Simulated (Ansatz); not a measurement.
# Field gradients at the nuclei in P4N6O

The cell is a Materials Project structure (computed, not necessarily an observed phase), taken as it stands.

```cif
data_P4N6O
_symmetry_space_group_name_H-M 'Pnnm'
_symmetry_Int_Tables_number 58
_cell_length_a 6.1034
_cell_length_b 6.8399
_cell_length_c 6.8233
_cell_angle_alpha 90.000
_cell_angle_beta 90.000
_cell_angle_gamma 90.000
loop_
_atom_site_label
_atom_site_type_symbol
_atom_site_symmetry_multiplicity
_atom_site_Wyckoff_symbol
_atom_site_fract_x
_atom_site_fract_y
_atom_site_fract_z
P1 P 4 f 0.0000 0.5000 0.8141
P5 P 4 g 0.2946 0.3601 0.5000
N9 N 8 h 0.1756 0.3801 0.7011
N17 N 4 g 0.3982 0.1371 0.5000
O O 2 a 0.5000 0.5000 0.5000
```

One atom of each set is listed.

The numbers come from a DFT calculation in Ansatz (PBE, plane waves and PAW, scalar-relativistic, 420 eV cutoff, Γ-centred 4×4×4 k-points, Fermi–Dirac smearing 0.02 eV).

V_zz is the principal component of the electric field gradient with the largest magnitude, η = (V_xx − V_yy)/V_zz and C_Q = eQV_zz/h.

N-14: I = 1, Q = 20.44 mb; O-17: I = 5/2, Q = -25.58 mb. Q values from Pyykkö, Mol. Phys. 116, 1328 (2018).

Q: Give the quadrupolar parameters of the distinct sites.

A: 

```
site  atoms                        first shell  V_zz (10²¹ V/m²)     η  C_Q (MHz)
  P1      4                 4 N at 1.55–1.70 Å              4.24  0.86          –
  P5      4  3 N at 1.56–1.65 Å, 1 O at 1.58 Å              6.05  0.70          –
  N9      8     2 P at 1.55–1.56 Å, angle 144°              6.26  0.20       3.10
 N17      4                 3 P at 1.65–1.70 Å             -7.96  0.02      -3.93
   O      2          2 P at 1.58 Å, angle 180°             15.66  0.10      -9.69
```

At N9 V_zz runs parallel to the line that joins its two neighbours (within 1°). At N17 V_zz stands upright on the plane through its three neighbours (within 2°). At O V_zz points along the line of its two bonds (within 1°).

P has no stable isotope with a ground-state quadrupole moment in the table, so no C_Q is given.

At this cell the PBE pressure is 7 GPa, so with PBE the cell would grow if it were relaxed. The entry's cell may itself be off. The largest force is 0.4 eV/Å, so the atoms aren't at the calculated equilibrium and relaxing them would move these values.

Hardware: 1 thread of Intel Xeon Platinum 8259CL CPU @ 2.50GHz (Skylake/Cascade Lake) (x86_64; 44 cores open to the job, memory cap 2.5 GiB, no GPU), a shared host with a load of 0.5 a core. Wall time 67 s, CPU time 66 s, peak memory 0.83 GiB.
